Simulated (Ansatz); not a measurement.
Input:

KTaO₃ (cubic perovskite, space group No. 221), a = b = c = 3.951 Å, α = β = γ = 90.00°.

This is the LDA-relaxed structure.

**Question.** All from plane-wave PAW LDA (Ansatz code), unless another level is named. Predict the Born charges (a third of the trace).

**Answer.** K +1.15, Ta +8.72, O -3.29 e.

**Question.** Next, the static dielectric constant ε0 (ions relaxed, cell fixed)?

**Answer.** 168.

**Question.** Predict the electronic dielectric constant ε∞ (DFPT).

**Answer.** 5.43.

Space group Pm-3m (cubic perovskite). The LDA relaxation kept the symmetry of its start. No spin polarisation was allowed. Scalar-relativistic: spin–orbit coupling is off unless named, which matters more the heavier the elements.

Potentials: the earlier of the program's two PAW sets. The files were generated under PBE; for other functionals the program regenerates the frozen cores, and for LDA and PBEsol the local potential too.
